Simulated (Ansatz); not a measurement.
BeS:
```xyz
4
Lattice="3.2710 0.0000 0.0000 -1.6355 2.8328 0.0000 0.0000 0.0000 5.2065" Properties=species:S:1:pos:R:3 pbc="T T T"
Be     0.0000     0.0000     0.0000
Be     0.0000     0.0000     2.6033
S      0.0000     1.8885     1.3016
S      1.6355     0.9443     3.9049
```

Relaxed with PBEsol. Plane-wave PAW PBEsol (Ansatz code) gives a gap of 1.39 eV.

### Question
What gap does HSE06 give on the same cell (Ansatz, PAW)?

### Answer
2.24 eV, 0.85 eV more. The hybrid was solved on a coarser mesh and at special points; the gap given is the minimum over both.

```csv
k,v1 PBEsol,c1 PBEsol,v1 HSE06,c1 HSE06
Γ,0.00,3.40,?,?
A,-0.73,4.32,?,?
K,-3.91,1.39,-4.19,2.24
H,-0.78,3.77,-0.83,4.85
M,-0.67,2.91,?,?
L,-2.35,3.08,?,?
```

### Question
Top valence (v1) and lowest conduction level (c1) in eV from each method's valence maximum (which need not be a listed point): supply the withheld HSE06 values.

### Answer

- Γ, v1 HSE06: 0.00
- Γ, c1 HSE06: 4.48
- M, v1 HSE06: -0.71
- M, c1 HSE06: 3.90
- L, v1 HSE06: -2.51
- L, c1 HSE06: 4.09
- A, v1 HSE06: -0.79
- A, c1 HSE06: 5.45

Cost on shared cores: the PBEsol run (SCF on a 10×10×6 mesh, then bands and DOS) very roughly 10 core-seconds, the HSE06 run (SCF on 7×7×4, then a few points) about 60 core-seconds (a rough figure); the tasks are unlike.

Space group P6_3/mmc (NiAs type). This is a known high-pressure phase of the composition, computed here at zero pressure and temperature. The cell was relaxed with PBEsol under the symmetry of its start. At this level the phase is dynamically unstable (imaginary phonons).

Potentials: the earlier of the program's two PAW sets. The files were generated under PBE; for other functionals the program regenerates the frozen cores, and for LDA and PBEsol the local potential too.
